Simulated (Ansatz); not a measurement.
# Al₄TlCl, a known structure type with other elements, at an estimated volume

```
Tl Cl Al
1.0
     0.00000    4.10704    4.10704
     4.10704    0.00000    4.10704
     4.10704    4.10704    0.00000
Tl Cl Al
1 1 4
Direct
  0.50000 0.50000 0.50000
  0.00000 0.00000 0.00000
  0.12700 0.12700 0.12700
  0.61900 0.12700 0.12700
  0.12700 0.12700 0.61900
  0.12700 0.61900 0.12700
```

The numbers come from plane-wave PAW DFT (Ansatz): r2SCAN, no spin polarisation, 500 eV, 7×7×7 Γ-centred k points, fermi-dirac occupations (width 0.1 eV). Nothing was relaxed.

Problem. How is the charge shared?

Solution. Bader charges in e: Al +0.69, Tl +0.02, Cl -2.76. In the mean Al gives up most and Cl takes most.

Problem. Which atom feels the largest force, and which way?

Solution. The largest is on Al5 (and as large on other atoms): 13.35 eV/Å, components (-7.71, -7.71, 7.71). It makes 180° with the line to a nearest neighbour, Cl2 at 1.81 Å, pointing away from it.

Problem. Is the cell too large or too small?

Solution. The pressure is 30.8 GPa (compression positive), so with the atoms held at these fractions the cell would first expand; the forces are large, so a full relaxation may end otherwise.

Problem. What is the formation energy?

Solution. 2.49 eV an atom against the elements' usual phases (free molecules for gases, crystals otherwise, with no correction for O₂ or N₂), so at this geometry it isn't bound against them. Relaxing would lower it.

Problem. Is there a gap?

Solution. Counting bands on this mesh leaves a gap of 0.16 eV, but it is narrow, so a finer mesh and a narrower smearing would have to settle it.

Origin: a known structure type with other elements, at an estimated volume, so it need not be a known compound. Caveats: atoms or cell far from equilibrium; the gap is not wide against the smearing.
